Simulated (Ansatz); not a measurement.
**B5P: relaxed-ion elastic tensor**

Level of theory: DFT PBE, scalar-relativistic, plane waves, PAW (Ansatz 0.2.0). Cutoff 420 eV, 6×6×6 k-points (Γ-centred), fixed occupations. No spin polarisation.

The cell, relaxed at this level:
```xyz
6
Lattice="4.2794 0.0000 0.0000 0.0000 4.2794 0.0000 0.0000 0.0000 4.4158" Properties=species:S:1:pos:R:3 pbc="T T T"
B     2.1397    2.1397    0.9241
B     2.1397    0.8326    2.0092
B     0.8326    2.1397    2.0092
B     2.1397    3.4468    2.0092
B     3.4468    2.1397    2.0092
P     2.1397    2.1397    3.4475
```

It was reached by relaxing an invented guess, and it needn't be the stable form of this composition.

(1) Give the relaxed-ion elastic constants (GPa, Voigt order xx yy zz yz xz xy, on the Cartesian axes of the cell above).

(2) Is the crystal stable against homogeneous strain?

(3) And the moduli of a polycrystal (Hill averages)?

## Answers

(1)
C11 = 336.7, C12 = -10.8, C13 = 16.8, C22 = 336.7, C23 = 16.8, C33 = 339.1, C44 = 26.8, C55 = 26.8, C66 = 29.2 GPa; the others vanish.

(2) Yes: the least eigenvalue of the tensor is 26.8 GPa.

(3) B = 117 GPa, G = 62 GPa, E = 158 GPa, ν = 0.28.
